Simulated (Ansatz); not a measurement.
**Ag: stationary points along a deformation path**

These are results of DFT PBEsol, scalar-relativistic, plane waves, PAW in Ansatz, not measurements. Settings: plane waves to 420 eV, k-mesh 21×21×12 (Γ-centred), Gaussian smearing 0.15 eV. No spin polarisation. Energies are free energies at this smearing, counted from the undisturbed cell; pressure is positive in compression.

The undisturbed cell (as given, not relaxed at this level; it stands at -6.4 GPa; this form isn't the usual structure):

```yaml
crystal:
  lattice:
    - [2.93000, 0.00000, 0.00000]
    - [-1.46500, 2.53745, 0.00000]
    - [0.00000, 0.00000, 4.79000]
  atoms:
    - { symbol: Ag, position: [0.33333, 0.66667, 0.25000] }
    - { symbol: Ag, position: [0.66667, 0.33333, 0.75000] }
```

At fixed volume and fractional coordinates, lengths along (0.000, 0.000, 1.000) are scaled against those across it; ρ is that ratio over its starting value. V = 17.806 Å³/atom. Δσ is the stress along the axis less the mean stress across it (compression positive).

```csv
ρ,ΔE (meV/atom),Δσ (GPa),space group
0.800,125.3,12.77,P6_3/mmc
0.850,71.6,11.01,P6_3/mmc
0.920,21.3,6.06,P6_3/mmc
0.960,6.1,3.41,P6_3/mmc
1.000,0.0,0.64,P6_3/mmc
1.050,4.4,-3.16,P6_3/mmc
1.100,23.0,-7.81,P6_3/mmc
1.200,104.0,-17.20,P6_3/mmc
1.300,229.9,-25.34,P6_3/mmc
```

Q: How does the stress give the slope of the energy, and where is the energy stationary?

A: Along the path d ln(length) is 2/3 d ln ρ on the axis and −1/3 d ln ρ across it, so dE/d ln ρ = −(2/3) V Δσ: the energy falls with ρ where Δσ is positive. Δσ vanishes or changes sign between ρ = 1.000 and 1.050, a minimum (near 1.01 by linear interpolation). Pairs of stationary points between two samples would go unseen, and could change a minimum read from distant neighbours into a maximum.

Q: Integrate that slope from ρ = 1 to 0.850 by the trapezoid rule.

A: With V/N in Å³ and 1 eV/Å³ = 160.2 GPa the slopes at ρ = 1.000, 0.960, 0.920, 0.850 are -48, -253, -449, -816 meV/atom per unit of ln ρ. The steps add 6.1 + 14.9 + 50.1 = 71.1 meV/atom, against 71.6 from the energies; the trapezoid rule misses the curvature of the slope within each step.

In a metal these slopes depend on the k mesh and the smearing.